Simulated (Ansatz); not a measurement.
The relaxed structure here is a generated cell of Ir: the first start was made by placing the elements on the sites of a structure type, and the end was not matched to a known phase here, so it may be hypothetical. Known forms of Ir include space group No. 225.

A relaxed cell of Ir (I4/mmm (No. 139)), relaxed on a k-mesh at least as fine as the one used below. Level of theory: PBEsol (plane waves to 420 eV, PAW, scalar-relativistic; Ansatz, a quantum-chemistry and plane-wave program). Γ-centred k-mesh 15×15×15 on the run's cell (coarser than for final values), Fermi–Dirac smearing 0.05 eV.

```xyz
2
Lattice="-3.3120 3.3120 2.6416 0.0000 0.0000 2.6416 1.6560 1.6560 -1.3208" Properties=species:S:1:pos:R:3 pbc="T T T"
Ir     0.0000     0.0000     0.0000
Ir    -1.6560     1.6560     1.3208
```

The atoms are displaced along an unstable phonon of this cell by (Å):

```
atom      ux      uy     uz
----  ------  ------  -----
Ir1   -0.106  -0.106  0.000
Ir2    0.106   0.106  0.000
```

**Question.** What forces (eV/Å) and pressure result?

**Answer.** 
| atom | Fx | Fy | Fz |
|---|---|---|---|
| Ir1 | -0.48 | -0.48 | 0.00 |
| Ir2 | 0.48 | 0.48 | 0.00 |

Pressure -1.9 GPa.

**Question.** Estimate the energy cost of the displacement in the harmonic approximation and compare with the calculation.

**Answer.** For a harmonic well ΔE = −½ Σ F·u = -0.102 eV a cell, or -51 meV/atom. The calculated energy relative to the undisplaced cell is -0.06 eV/atom, so the harmonic estimate holds well.

The undisplaced cell is probably no minimum: from this displacement the run went on to P6₃/mmc (No. 194), 0.28 eV/atom below it.

No spin polarisation in the result.
